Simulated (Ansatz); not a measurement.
Rh (hcp (Mg type), P6_3/mmc) at seven volumes, plane-wave PAW r²SCAN (Ansatz code), shape and atoms relaxed at each. One row is withheld.

```json
[
 {"V (Å³/atom)": "12.526", "P (GPa)": "33.57"},
 {"V (Å³/atom)": "12.939", "P (GPa)": "20.28"},
 {"V (Å³/atom)": "13.352", "P (GPa)": "9.21"},
 {"V (Å³/atom)": "13.765", "P (GPa)": "0.00"},
 {"V (Å³/atom)": "14.178", "P (GPa)": "-7.65"},
 {"V (Å³/atom)": "14.591", "P (GPa)": "?"},
 {"V (Å³/atom)": "15.004", "P (GPa)": "-19.23"}
]
```

**Question.** Fit the shown pressures and predict the withheld one.

**Answer.** Third-order Birch–Murnaghan: P = (3/2)B₀(x^(7/2) − x^(5/2))[1 + (3/4)(B′ − 4)(x − 1)] with x = (V₀/V)^(2/3). Least squares on the six rows gives V₀ = 13.765 Å³/atom, B₀ = 278.9 GPa, B′ = 5.16. At V = 14.591, x = 0.9619 and P = -13.99 GPa. The run itself gave -13.99 GPa.

The first step of the workflow began from a Materials Project structure, measured or hypothetical; the Crystallography Open Database copy checked does not list it. It is not the phase usual at ambient conditions (space group No. 225). The r²SCAN relaxation kept the symmetry of its start; its stability against distortions is not shown here. The run is not spin-polarised.

Potentials: the later of the program's two PAW sets.
